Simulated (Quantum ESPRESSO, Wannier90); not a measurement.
# NaF (rock salt), plane waves to Wannier functions

Materials Project entry mp-682; symmetrised, unrelaxed at this level. COD (Crystallography Open Database) has an entry of this formula and space group (matched by these alone). Method: PBEsol plane waves in Quantum ESPRESSO 7.5 (PseudoDojo norm-conserving files, 71 Ry, no spin polarisation, no spin-orbit coupling), Bloch states on a 12×12×12 mesh through Γ, Wannier90 4.0.1. Density: 12×12×12 mesh, cold smearing 0.01 Ry.

Input w.win:

```
num_bands = 14
num_wann = 7
exclude_bands = 1-5
num_iter = 0
conv_tol = 1.0e-6
conv_window = 4
dis_num_iter = 1000
dis_conv_tol = 1.0e-6
dis_froz_max = 9.06
write_hr = true
write_u_matrices = true
begin projections
Na: s;p
F: p
end projections
begin unit_cell_cart
ang
    0.0000000000    2.2858950000    2.2858950000
    2.2858950000    0.0000000000    2.2858950000
    2.2858950000    2.2858950000    0.0000000000
end unit_cell_cart
begin atoms_frac
Na   0.0000000000  0.0000000000  0.0000000000
F    0.5000000000  0.5000000000  0.5000000000
end atoms_frac
mp_grid = 12 12 12
begin kpoints
0.0000000000 0.0000000000 0.0000000000
0.0000000000 0.0000000000 0.0833333333
0.0000000000 0.0000000000 0.1666666667
... (1725 more lines: the 12x12x12 mesh through Gamma)
end kpoints
```

On the energy scale of pw.x, whose zero is arbitrary, the valence-band maximum lies at 1.14 eV. Lines of w_hr.dat (R1 R2 R3 m n Re Im, eV) for R = 0 and one of the shortest lattice vectors, rounded to 0.01 eV, lines under 0.02 eV left out; orbitals in order: Na1 s, Na1 pz, Na1 px, Na1 py, F2 pz, F2 px, F2 py.

```
    0    0    0    1    1    15.32     0.00
    0    0    0    2    2    19.98     0.00
    0    0    0    3    3    19.98     0.00
    0    0    0    4    4    19.98     0.00
    0    0    0    5    5     0.54     0.00
    0    0    0    6    6     0.54     0.00
    0    0    0    7    7     0.54     0.00
   -1    0    0    1    1    -0.43     0.00
   -1    0    0    2    1     0.66     0.00
   -1    0    0    4    1     0.66     0.00
   -1    0    0    1    2    -0.66     0.00
   -1    0    0    2    2     0.81     0.00
   -1    0    0    4    2     0.90     0.00
   -1    0    0    3    3    -0.11     0.00
   -1    0    0    1    4    -0.66     0.00
   -1    0    0    2    4     0.90     0.00
   -1    0    0    4    4     0.82     0.00
   -1    0    0    2    5    -0.21     0.00
   -1    0    0    5    5     0.07     0.00
   -1    0    0    7    5     0.11     0.00
   -1    0    0    1    6     0.43     0.00
   -1    0    0    3    6     0.51     0.00
   -1    0    0    6    6    -0.03     0.00
   -1    0    0    4    7    -0.21     0.00
   -1    0    0    5    7     0.11     0.00
   -1    0    0    7    7     0.07     0.00
```
